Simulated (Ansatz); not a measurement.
Total density of states per atom from r²SCAN (plane waves, PAW; program Ansatz), in 0.25 eV bins, energy from the valence-band maximum:

```
E (eV) | states/eV/atom
    -4.80 |  0.00
    -4.55 | ## 0.07
    -4.30 | #### 0.21
    -4.05 | ######### 0.41
    -3.80 | #################### 0.96
    -3.55 | ###################### 1.08
    -3.30 | ########## 0.48
    -3.05 | #### 0.21
    -2.80 | ####### 0.34
    -2.55 | ######### 0.42
    -2.30 | ########## 0.46
    -2.05 | ########## 0.49
    -1.80 | ########### 0.53
    -1.55 | ################ 0.78
    -1.30 | ########################## 1.25
    -1.05 | ############################ 1.35
    -0.80 | ############################## 1.44
    -0.55 | ################### 0.90
    -0.30 | ########## 0.47
    -0.05 | ### 0.14
     0.20 |  0.00
     0.45 |  0.00
     0.70 |  0.00
     0.95 |  0.00
     1.20 |  0.00
     1.45 |  0.00
     1.70 |  0.00
     1.95 |  0.00
     2.20 |  0.00
     2.45 |  0.00
     2.70 |  0.00
     2.95 |  0.00
     3.20 |  0.00
     3.45 |  0.00
     3.70 |  0.00
     3.95 |  0.00
     4.20 |  0.00
     4.45 |  0.00
     4.70 |  0.00
     4.95 |  0.00
     5.20 |  0.00
     5.45 |  0.00
     5.70 |  0.00
     5.95 |  0.01
     6.20 |  0.01
     6.45 |  0.02
     6.70 |  0.02
     6.95 | # 0.03
     7.20 | # 0.03
     7.45 | # 0.04
     7.70 | # 0.05
     7.95 | # 0.06
     8.20 | # 0.07
     8.45 | ## 0.09
     8.70 | ## 0.12
     8.95 | #### 0.20
     9.20 | #### 0.21
     9.45 | ##### 0.22
     9.70 | ##### 0.22
     9.95 | ##### 0.23
    10.20 | ###### 0.27
    10.45 | ####### 0.33
```

### Question
Pick the material that matches.
(A) MgO, rock salt
(B) NbSi, rock salt
(C) KMgF3, cubic perovskite
(D) SiO2, P3_221 (Si on 3a, O on 6c)

### Answer
A, MgO, rock salt. Top 1 eV of the valence band: O 2p 98 %. Bottom 1 eV of the conduction band: Mg 3s 57 %, O 2s 35 %, O 2p 7 %. Projections are on Löwdin-orthogonalised atomic valence shells; empty p or d shells of many metals are not among them.

Space group Fm-3m (rock salt). The r²SCAN relaxation kept the symmetry of its start. The volume moved by -33 % from the start of the relaxation.

Potentials: the later of the program's two PAW sets.
